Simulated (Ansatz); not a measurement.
**Calculated electric field gradients for KMgH3N2**

The cell is a structure deposited in the COD, ions relaxed with PBE at fixed cell.

```cif
data_KMgH3N2
_symmetry_space_group_name_H-M 'Pnma'
_symmetry_Int_Tables_number 62
_cell_length_a 9.3497
_cell_length_b 3.6631
_cell_length_c 9.8901
_cell_angle_alpha 90.000
_cell_angle_beta 90.000
_cell_angle_gamma 90.000
loop_
_atom_site_label
_atom_site_type_symbol
_atom_site_symmetry_multiplicity
_atom_site_Wyckoff_symbol
_atom_site_fract_x
_atom_site_fract_y
_atom_site_fract_z
K K 4 c 0.2263 0.7500 0.1624
Mg Mg 4 c 0.0353 0.2500 0.3951
H9 H 4 c 0.2347 0.7500 0.4530
H13 H 8 d 0.4425 0.0322 0.3609
N21 N 4 c 0.1248 0.7500 0.4548
N25 N 4 c 0.4847 0.2500 0.3095
```

One atom of each set is listed.

Method: Kohn–Sham DFT in Ansatz, r2SCAN, plane waves and PAW, scalar-relativistic, 500 eV cutoff, Γ-centred 3×8×3 k-points, Fermi–Dirac smearing 0.02 eV.

V_zz is the principal component of the electric field gradient with the largest magnitude, η = (V_xx − V_yy)/V_zz and C_Q = eQV_zz/h.

39K: I = 3/2, Q = 60.30 mb; ²⁵Mg: I = 5/2, Q = 199.4 mb; ²H: I = 1, Q = 2.858 mb; N-14: I = 1, Q = 20.44 mb. Quadrupole moments are those of Pyykkö's year-2017 table.

```tsv
site	atoms	first shell	V_xx, V_yy, V_zz (10²¹ V/m²)	η	C_Q (MHz)
K	4	7 N at 2.92–3.36 Å; also 2 K at 3.66 Å	0.046, 1.96, -2.01	0.95	-2.93
Mg	4	4 N at 2.08–2.11 Å	-0.36, -0.93, 1.29	0.44	6.21
H9	4	1 N at 1.03 Å	-1.89, -1.93, 3.82	0.01	0.264
H13	8	1 N at 1.03 Å	-1.63, -2.11, 3.74	0.13	0.259
N21	4	1 H at 1.03 Å, 3 Mg at 2.10–2.11 Å; also 3 K at 3.04–3.08 Å	-3.03, -3.13, 6.16	0.02	3.05
N25	4	2 H at 1.03 Å, 1 Mg at 2.08 Å; also 2 K at 2.92 Å	0.82, 6.65, -7.47	0.78	-3.69
```

At H9 and H13 V_zz points along its bond to N (within 2°) in each case. At N21 V_zz points along its shortest bond, to H (within 1°).

The largest force is 0.3 eV/Å, so the atoms aren't at the calculated equilibrium and relaxing them would move these values. Where η is near 1 the sign of V_zz means little.

The run took 1.7 min of wall time (3.2 min of CPU time) and 1.6 GiB at its peak, on 2 threads of Intel Xeon Processor @ 2.50GHz (Skylake/Cascade Lake) (x86_64; 62 cores open to the job, memory cap 5.0 GiB, no GPU), a shared host with a load of 0.8 a core.
